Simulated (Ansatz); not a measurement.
CaO (rock salt, Fm-3m), a = 4.795 Å, b = 4.795 Å, c = 4.795 Å, α = 90.00°, β = 90.00°, γ = 90.00°; the cell used has 2 atoms.

Relaxed with r²SCAN.

Problem. Decompose the optical modes at the zone centre into irreducible representations, and say which are infrared and Raman allowed.

Solution. Point group m-3m: Γ_opt = T1u. Infrared: T1u. Raman: none.

Problem. Assign frequencies (DFPT, r²SCAN (plane waves, PAW; program Ansatz); without the LO–TO term).

Solution. T1u 284 cm⁻¹.

The cell was relaxed with r²SCAN under the symmetry of its start; phonons on a q-mesh show no instability.

Potentials: the earlier of the program's two PAW sets.
